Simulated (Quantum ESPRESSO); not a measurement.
Zn4Se3O, input and log of a self-consistent run

Simulated, not a measurement. The program is pw.x of Quantum ESPRESSO 7.5 (plane-wave density functional theory). The cell is made up: 8 atoms on a zincblende/diamond lattice, with randomly drawn elements, strain and displacements, not relaxed. PseudoDojo standard norm-conserving files (v0.5 for PBE, v0.4.1 for LDA and PBEsol) set the functional; there is no spin polarisation, spin-orbit coupling or dispersion term, and the masses in the input are unused placeholders.

Input:

```
&control calculation='scf', pseudo_dir='./dojo.nc.sr.pbe.v0_5.standard.upf', outdir='./o', disk_io='medium', tprnfor=.true., tstress=.true. /
&system ibrav=0, nat=8, ntyp=3, nbnd=73, ecutwfc=85.99341389, nosym=.true., tot_charge=0,
 occupations='smearing', smearing='fd', degauss=0.0018374661
/
&electrons conv_thr=7.350e-09, electron_maxstep=60, /
ATOMIC_SPECIES
O 1.0 O.upf
Se 1.0 Se.upf
Zn 1.0 Zn.upf
CELL_PARAMETERS angstrom
5.4836 0.0517 -0.0444
0.0517 5.5449 -0.0005
-0.0444 -0.0005 5.4114
ATOMIC_POSITIONS angstrom
Zn -0.1819 -0.0085 0.0282
Zn 0.0815 2.8486 2.7826
Zn 2.6987 0.0045 2.6091
Zn 2.8577 2.8945 -0.0812
Se 1.3991 1.4947 1.3826
Se 1.3902 4.2431 4.1078
O 4.0146 1.4981 4.0047
Se 3.9844 4.2705 1.4403
K_POINTS automatic
4 4 4 1 1 1
```

The log is shortened where brackets say so; the opening notice, blank lines, dates and the lines on written files are dropped, and the path of the files is cut. It prints rydbergs, bohrs and kilobars, and counts compression as positive stress. With no partly filled state, the Fermi energy that it prints is only some level between the filled and the empty states on the mesh, and need not lie in the true gap.

```
     Program PWSCF v.7.5
     Parallel version (MPI & OpenMP), running on       1 processor cores
     Number of MPI processes:                 1
     Threads/MPI process:                     1
     [start-up lines left out]
     bravais-lattice index     =            0
     lattice parameter (alat)  =      10.3633  a.u.
     unit-cell volume          =    1110.1935 (a.u.)^3
     number of atoms/cell      =            8
     number of atomic types    =            3
     number of electrons       =       134.00
     number of Kohn-Sham states=           73
     kinetic-energy cutoff     =      85.9934  Ry
     charge density cutoff     =     343.9737  Ry
     scf convergence threshold =      7.3E-09
     mixing beta               =       0.7000
     number of iterations used =            8  plain     mixing
     Exchange-correlation= PBE
                           (   1   4   3   4   0   0   0)
     [axes and pseudopotential details left out]
   Cartesian axes
     site n.     atom                  positions (alat units)
         1        Zn     tau(   1) = (  -0.0331691  -0.0015500   0.0051422  )
         2        Zn     tau(   2) = (   0.0148614   0.5194361   0.5074012  )
         3        Zn     tau(   3) = (   0.4921022   0.0008206   0.4757638  )
         4        Zn     tau(   4) = (   0.5210955   0.5278059  -0.0148066  )
         5        Se     tau(   5) = (   0.2551229   0.2725554   0.2521142  )
         6        Se     tau(   6) = (   0.2535000   0.7737203   0.7490486  )
         7        O      tau(   7) = (   0.7320538   0.2731753   0.7302485  )
         8        Se     tau(   8) = (   0.7265469   0.7787166   0.2626356  )
     number of k points=    32  Fermi-Dirac smearing, width (Ry)=  0.0018
                       cart. coord. in units 2pi/alat
        k(    1) = (   0.1248890   0.1224747   0.1277136), wk =   0.0625000
        k(    2) = (   0.1269405   0.1224784   0.3810855), wk =   0.0625000
     [further k points left out]
     Dense  grid:   119565 G-vectors     FFT dimensions: (  64,  64,  64)
     Estimated max dynamical RAM per process >     195.58 MB
     Initial potential from superposition of free atoms
     starting charge     133.9992, renormalised to     134.0000
     Starting wfcs are   71 randomized atomic wfcs +    2 random wfcs
     total cpu time spent up to now is       15.7 secs
     per-process dynamical memory:    98.4 Mb
     Self-consistent Calculation
     iteration #  1     ecut=    85.99 Ry     beta= 0.70
     Davidson diagonalization with overlap
     ethr =  1.00E-02,  avg # of iterations =  4.3
     Threshold (ethr) on eigenvalues was too large:
     Diagonalizing with lowered threshold
     Davidson diagonalization with overlap
     ethr =  7.82E-04,  avg # of iterations =  1.1
     total cpu time spent up to now is      127.2 secs
     total energy              =   -2432.44658238 Ry
     estimated scf accuracy    <       1.03571711 Ry
     iteration #  2     ecut=    85.99 Ry     beta= 0.70
     Davidson diagonalization with overlap
     ethr =  7.73E-04,  avg # of iterations =  7.2
     total cpu time spent up to now is      226.6 secs
     total energy              =   -2431.70151258 Ry
     estimated scf accuracy    <       7.81976100 Ry
     iteration #  3     ecut=    85.99 Ry     beta= 0.70
     Davidson diagonalization with overlap
     ethr =  7.73E-04,  avg # of iterations =  5.9
     total cpu time spent up to now is      323.3 secs
     total energy              =   -2432.98884521 Ry
     estimated scf accuracy    <       0.26278622 Ry
     iteration #  4     ecut=    85.99 Ry     beta= 0.70
     Davidson diagonalization with overlap
     ethr =  1.96E-04,  avg # of iterations =  2.0
     total cpu time spent up to now is      384.1 secs
     total energy              =   -2432.99723160 Ry
     estimated scf accuracy    <       0.04905090 Ry
     iteration #  5     ecut=    85.99 Ry     beta= 0.70
     Davidson diagonalization with overlap
     ethr =  3.66E-05,  avg # of iterations =  3.5
     total cpu time spent up to now is      450.0 secs
     total energy              =   -2433.00053688 Ry
     estimated scf accuracy    <       0.00353733 Ry
     [iterations 6 to 7 left out]
     iteration #  8     ecut=    85.99 Ry     beta= 0.70
     Davidson diagonalization with overlap
     ethr =  5.55E-08,  avg # of iterations =  3.0
     total cpu time spent up to now is      666.1 secs
     total energy              =   -2433.00146395 Ry
     estimated scf accuracy    <       0.00000139 Ry
     iteration #  9     ecut=    85.99 Ry     beta= 0.70
     Davidson diagonalization with overlap
     ethr =  1.04E-09,  avg # of iterations =  4.0
     total cpu time spent up to now is      763.2 secs
     total energy              =   -2433.00146449 Ry
     estimated scf accuracy    <       0.00000039 Ry
     iteration # 10     ecut=    85.99 Ry     beta= 0.70
     Davidson diagonalization with overlap
     ethr =  2.90E-10,  avg # of iterations =  2.0
     total cpu time spent up to now is      839.6 secs
     total energy              =   -2433.00146453 Ry
     estimated scf accuracy    <       0.00000008 Ry
     iteration # 11     ecut=    85.99 Ry     beta= 0.70
     Davidson diagonalization with overlap
     ethr =  6.25E-11,  avg # of iterations =  2.0
     total cpu time spent up to now is      912.0 secs
     total energy              =   -2433.00146454 Ry
     estimated scf accuracy    <          7.8E-09 Ry
     iteration # 12     ecut=    85.99 Ry     beta= 0.70
     Davidson diagonalization with overlap
     ethr =  5.83E-12,  avg # of iterations =  3.5
     total cpu time spent up to now is      988.6 secs
     End of self-consistent calculation
          k = 0.1249 0.1225 0.1277 ( 14976 PWs)   bands (ev):
  -117.1524-116.9485-116.8943-116.8902 -71.3745 -71.3176 -71.2840 -71.1271
   -71.1192 -71.0861 -71.0858 -71.0750 -71.0672 -71.0606 -71.0149 -71.0125
   -39.1114 -39.0855 -39.0788 -39.0389 -39.0372 -38.8944 -38.8893 -38.8874
   -38.8691 -38.8619 -38.6163 -38.6139 -38.5998 -38.5818 -38.5809  -7.2461
    -5.3265  -4.5309  -4.1056   1.2910   1.4532   1.5708   1.5814   1.7077
     1.7975   1.8776   1.9181   1.9628   1.9876   2.0426   2.0582   2.1090
     2.1386   2.1487   2.2019   2.2158   2.2269   2.3208   2.3596   3.4381
     3.8359   3.9990   5.5829   5.7933   6.1483   6.2720   6.5380   6.6496
     7.1365   7.9622   8.0961  10.0572  11.3581  11.7337  12.3364  12.4793
    12.8167
     [levels at the other k points left out]
     the Fermi energy is     8.9900 ev
!    total energy              =   -2433.00146454 Ry
     estimated scf accuracy    <          2.9E-10 Ry
     smearing contrib. (-TS)   =      -0.00000000 Ry
     internal energy E=F+TS    =   -2433.00146454 Ry
     The total energy is F=E-TS. E is the sum of the following terms:
     one-electron contribution =   -1823.42692697 Ry
     hartree contribution      =     935.24921875 Ry
     xc contribution           =    -333.43745156 Ry
     ewald contribution        =   -1211.38630476 Ry
     convergence has been achieved in  12 iterations
     Forces acting on atoms (cartesian axes, Ry/au):
     atom    1 type  3   force =    -0.01356064    0.06089395   -0.02899430
     atom    2 type  3   force =    -0.05364297   -0.03979203    0.02051203
     atom    3 type  3   force =    -0.03185628    0.10189202    0.10308793
     atom    4 type  3   force =     0.03143501   -0.08264076   -0.03191805
     atom    5 type  2   force =    -0.02300740   -0.00350929   -0.03635852
     atom    6 type  2   force =    -0.01974130    0.02963833    0.00231219
     atom    7 type  1   force =     0.00887797    0.00084117    0.02297572
     atom    8 type  2   force =     0.10149561   -0.06732339   -0.05161700
     Total force =     0.248430     Total SCF correction =     0.000134
     Computing stress (Cartesian axis) and pressure
          total   stress  (Ry/bohr**3)                   (kbar)     P=       32.60
   0.00023138  -0.00020797  -0.00002789           34.04      -30.59       -4.10
  -0.00020797   0.00018660   0.00012217          -30.59       27.45       17.97
  -0.00002789   0.00012217   0.00024695           -4.10       17.97       36.33
     init_run     :     14.65s CPU     15.61s WALL (       1 calls)
     electrons    :    936.51s CPU    972.91s WALL (       1 calls)
     forces       :      7.23s CPU      7.41s WALL (       1 calls)
     stress       :     29.32s CPU     29.56s WALL (       1 calls)
     [timing details left out]
     PWSCF        :  16m28.05s CPU  17m 6.64s WALL
     JOB DONE.
```

In other units: free energy -33102.671 eV for the cell, pressure 3.26 GPa, largest force component 2.650 eV/Å. A rerun of a related cell, with the same atoms placed differently, at 1467 eV and a 6 x 6 x 6 mesh moved values by no more than 0.004 eV in energy, 0.02 GPa in stress and 0.002 eV/Å in force.